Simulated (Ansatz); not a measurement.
The cell is the one relaxed in the Materials Project (mp-1018104), not relaxed further here; entries there can be hypothetical.

Input and log of a run on Zr2Cd: DFT, LDA, all-electron LAPW, scalar-relativistic (Ansatz 0.2.0).

```yaml
crystal:
  lattice:
    - [0.0, 2.1883400586, 6.9998424303]
    - [2.182321725, 0.0, 6.9998424303]
    - [2.182321725, 2.1883400586, 0.0]
  atoms:
    - { symbol: Zr, position: [0.16883929, 0.16883929, 0.83116071] }
    - { symbol: Zr, position: [0.83116071, 0.83116071, 0.16883929] }
    - { symbol: Cd, position: [0.5, 0.5, 0.5] }
kpoints:
  mp_grid: { grid: [11, 11, 11] }
  band_path:
    path:
      - [0.0, 0.0, 0.0]
      - [0.5, 0.0, 0.5]
      - [0.5, 0.0256729069, 0.5256729069]
      - [0.5, 0.9743270931, 0.4743270931]
      - [0.5, 0.5, 0.0]
      - [0.9769468671, 0.5, 0.4769468671]
      - [0.0230531329, 0.5, 0.5230531329]
      - [0.0, 0.5, 0.5]
      - [0.2358722558, 0.7358722558, 0.5]
    npoints: 8
scf:
  occupations: { method: fermi_dirac, width: 0.05 }
hamiltonian:
  xc: lda
  pseudopotentials: { kind: all_electron, lapw: { basis_error: 0.001 } }
output:
  forces: true
  stress: true
  eigenvalues: true
  fatbands: true
  populations: true
  dos: { projected: true, de: 0.2, e_range: [-14, 8] }
```

The log:

```
Zr: projections on atomic orbitals take those of the free atom 1s2 2s2 2p6 3s2 3p6 3d10 4s2 4p6 4d2 5s2, of charge +0.00 (hamiltonian.pseudopotentials.projection_atoms)
Cd: projections on atomic orbitals take those of the free atom 1s2 2s2 2p6 3s2 3p6 3d10 4s2 4p6 4d10 5s2, of charge +0.00 (hamiltonian.pseudopotentials.projection_atoms)
LAPW: plane waves up to 7.334 Å⁻¹, error target 1.0e-3 eV per atom; small_component_spin mean_spin; Zr in spheres of 1.545 Å, 22 of its electrons in bands, Dirac shells []; Cd in spheres of 1.545 Å, 20 of its electrons in bands, Dirac shells []
Engine: ansatz 0.2.0
Pseudopotentials: kind: all_electron
Pseudopotential: Zr, LAPW, valence charge 22, Koelling and Harmon's equation, gaussian nucleus
Pseudopotential: Cd, LAPW, valence charge 20, Koelling and Harmon's equation, gaussian nucleus
Functional definition: SPW92
  exchange = slater_x
  correlation = pw_c
Crystal: 3 atoms, lattice volume = 66.858 Å³
Basis set: ecut = 204.95346667198856 eV, 429 PW (Γ), FFT grids on a1−a2, a2, a3, exchange–correlation at level 2
Bands: 39, of which v1, the nominal top of the filled ones, is band 32 counted from 1 (31 counted from 0)
Symmetry: 8 space group operations
Space group: Fmmm (ITA 69), of the structure as read, at distance tolerance 4.1e-5 Å
k-points: 216 of 1331
Non-local potential: Zr, projectors of the file, none
Non-local potential: Cd, projectors of the file, none
Initial density: superposition of atomic densities (chi_scale 0.1, normalization cell, long waves kept (reshape's long-wave potential 0.13 eV rms))
Initial wavefunctions: plane waves of lowest kinetic energy (no species holds an atomic orbital)
Functional: x = slater, c = lda
iter 1 solved again at ethr=1.45e-2 eV; its pass at ethr=1.00e-1 eV (dr2=9.26e0 eV) is discarded
SCF iter   1: F=—  HF=-347742.916676 eV  |F-HF|=—  |Δ(HF+E_count)|=         —  Δρ=3.78e-2  dr2=9.26e0  ethr=1.45e-2  ⟨swp⟩=2.0  Hψ=54042  notcnv=0
preconditioner: auto → Kerker (q_TF=auto, 2.709 Å⁻¹)  [metal: Δε(μ)=0.018 eV  Ē_g=6.436 eV  σ=0.050 eV  W_gap=0.09  n_scr=22 (ndim 8)  ℏωp=20.3 eV  f_vac=0.000  D(μ)=2.66/eV (n_scr^D=20)]
SCF iter   2: F=—  HF=-347741.768100 eV  |F-HF|=—  |Δ(HF+E_count)|=    1.15e0  Δρ=2.31e-2  dr2=3.41e0  ethr=1.45e-2  ⟨swp⟩=2.0  Hψ=24245  notcnv=0
SCF iter   3: F=—  HF=-347741.471286 eV  |F-HF|=—  |Δ(HF+E_count)|=   2.97e-1  Δρ=1.65e-2  dr2=1.88e0  ethr=5.33e-3  ⟨swp⟩=2.0  Hψ=24601  notcnv=0
iter 4 solved again at ethr=4.01e-5 eV; its pass at ethr=2.94e-3 eV (dr2=2.57e-2 eV) is discarded
SCF iter   4: F=—  HF=-347741.163550 eV  |F-HF|=—  |Δ(HF+E_count)|=   3.08e-1  Δρ=2.77e-3  dr2=2.55e-2  ethr=4.01e-5  ⟨swp⟩=2.0  Hψ=42701  notcnv=0
SCF iter   5: F=—  HF=-347741.161281 eV  |F-HF|=—  |Δ(HF+E_count)|=         —  Δρ=1.41e-3  dr2=8.57e-3  ethr=3.98e-5  ⟨swp⟩=2.1  Hψ=25398  notcnv=0
the basis was enlarged: its passes take 244.5 KiB over the memory plan, 1 of 1 planned eigensolver slots
SCF iter   6: F=—  HF=-347741.155406 eV  |F-HF|=—  |Δ(HF+E_count)|=   5.88e-3  Δρ=7.58e-4  dr2=9.99e-4  ethr=1.34e-5  ⟨swp⟩=2.0  Hψ=25403  notcnv=0
SCF iter   7: F=—  HF=-347741.155186 eV  |F-HF|=—  |Δ(HF+E_count)|=   2.20e-4  Δρ=3.93e-4  dr2=2.84e-4  ethr=1.56e-6  ⟨swp⟩=2.1  Hψ=25396  notcnv=0
SCF iter   8: F=—  HF=-347741.155100 eV  |F-HF|=—  |Δ(HF+E_count)|=   8.60e-5  Δρ=8.63e-5  dr2=2.92e-5  ethr=4.44e-7  ⟨swp⟩=2.4  Hψ=25481  notcnv=0
SCF iter   9: F=—  HF=-347741.155092 eV  |F-HF|=—  |Δ(HF+E_count)|=   7.53e-6  Δρ=1.99e-5  dr2=8.67e-7  ethr=4.56e-8  ⟨swp⟩=2.3  Hψ=25444  notcnv=0
SCF iter  10: F=—  HF=-347741.155092 eV  |F-HF|=—  |Δ(HF+E_count)|=   1.98e-7  Δρ=8.62e-6  dr2=1.54e-7  ethr=1.35e-9  ⟨swp⟩=2.3  Hψ=25462  notcnv=0
SCF iter  11: F=-347741.155092 eV  HF=-347741.155092 eV  |F-HF|=4.44e-8  |Δ(HF+E_count)|=   2.06e-8  Δρ=3.21e-6  dr2=2.65e-8  ethr=2.41e-10  ⟨swp⟩=2.2  Hψ=25434  notcnv=0
SCF 1 converged in 11 iterations: F = -347741.155092 eV  dr2 = 2.65e-8
NSCF: frozen V_eff on 65 k-points
SCF converged after 11 iterations
Free energy (F): -347741.155092 eV
Harris-Foulkes:  -347741.155092 eV  (|F-HF|=4.44e-8)
Internal energy: -347741.128865 eV  (E = F + TS)
E sigma→0 (E₀):  -347741.141979 eV
Entropy (-TS):   -0.026227 eV (-8.742 meV/atom)
Fermi energy:    15.566315 eV
--- Per-component energies (eV) ---
  E_band       = -3578.865846
  E_kinetic    = 361301.042223
  E_xc         = -10077.239654
  E_electrostatic = -698964.931434  (all electrons and nuclei)
  E_smearing   = -0.026227  (= −TS)
  E_closure    = 0.000000  (closes the sum)
  E_atoms      = -347723.068232  (free atoms, spherical and without spin; not in F)
  Σ components = -347741.155092   (vs F -347741.155092, Δ=0.00e0)
  Basis errors (estimates in eV, not in F): energy 1.4e-4 per atom: plane waves 1.0e-4 (5.5e-5 summed), levels above the bands 3.8e-41, relativity 2.8e-9, radial functions 3.5e-5, core shells 1.4e-6; eigenvalues (radial functions only) 1.3e-6; not estimated: angular momenta, meshes, grids; target (lapw.basis_error) 1.0e-3; muffin-tin radii Zr 1.545 Å, Cd 1.545 Å
--- Forces (eV/Å), atoms counted from 1 ---
  atom   1  Zr    -0.00000000    -0.00000000     0.00499966
  atom   2  Zr     0.00000000     0.00000000    -0.00499966
  atom   3  Cd     0.00000000     0.00000000    -0.00000000
  max |Σ_I F_I| component: 6.94e-18 eV/Å
--- Stress (GPa, compression-positive) ---
       -6.604024      -0.000000       0.000000
       -0.000000      -6.674603      -0.000000
        0.000000      -0.000000      -6.403909
  P = ⅓ Tr σ = -6.5608 GPa (-65.608 kbar)
--- Band table (eV; the first three rows and the last of 216) ---
  k-point 0: bands = ["-153.1534", "-153.1534", "-153.1461", "-153.1461", "-153.1428", "-153.1428", "-153.1424", "-153.1424", "-153.1414", "-153.1414", "-86.6994", "-47.8283", "-47.8278", "-47.8099", "-32.9924", "-32.8797", "-11.3252", "-10.7744", "-10.7487", "-10.7457", "-10.5636", "-10.5634", "6.5128", "6.8047", "7.3633", "7.3661", "7.5834", "8.5667", "12.1890", "12.9344", "13.8574", "15.3463", "15.3924", "17.5900", "17.6837", "17.7010", "19.4572", "19.4585", "19.8441"]
  k-point 1: bands = ["-153.1534", "-153.1534", "-153.1461", "-153.1461", "-153.1428", "-153.1428", "-153.1424", "-153.1424", "-153.1414", "-153.1414", "-86.6993", "-47.8299", "-47.8279", "-47.8098", "-32.9844", "-32.8761", "-11.3136", "-10.8582", "-10.7384", "-10.7235", "-10.6216", "-10.5620", "6.5517", "6.8466", "7.3182", "7.3686", "7.5552", "8.7197", "12.3101", "13.0610", "13.9955", "15.3725", "15.4617", "17.3469", "17.7035", "17.7216", "19.1535", "19.5970", "20.0029"]
  k-point 2: bands = ["-153.1534", "-153.1534", "-153.1461", "-153.1461", "-153.1428", "-153.1428", "-153.1424", "-153.1424", "-153.1414", "-153.1414", "-86.6991", "-47.8346", "-47.8276", "-47.8094", "-32.9624", "-32.8672", "-11.2883", "-11.0195", "-10.7666", "-10.7226", "-10.7138", "-10.5589", "6.6272", "6.9793", "7.1973", "7.3788", "7.4808", "9.1729", "12.5897", "13.3662", "14.4156", "15.2579", "15.8208", "16.8209", "17.7313", "17.8914", "18.6088", "19.8960", "19.9151"]
  k-point 215: bands = ["-153.1534", "-153.1534", "-153.1461", "-153.1461", "-153.1428", "-153.1428", "-153.1424", "-153.1424", "-153.1414", "-153.1414", "-86.6993", "-47.8299", "-47.8279", "-47.8098", "-32.9842", "-32.8763", "-11.3067", "-10.8625", "-10.7383", "-10.7272", "-10.6213", "-10.5622", "6.5512", "6.8413", "7.3143", "7.3693", "7.5551", "9.1232", "11.0012", "13.4891", "14.0260", "15.4126", "16.5241", "17.2543", "17.4556", "17.5192", "19.4186", "20.2304", "20.3539"]
--- Löwdin populations: 3 sites ---
  site symbol       q [e]
     0     Zr     40.1822
     1     Zr     40.1822
     2     Cd     47.1070
  spilling = 0.004129 (of n_electrons = 128.000000)
```
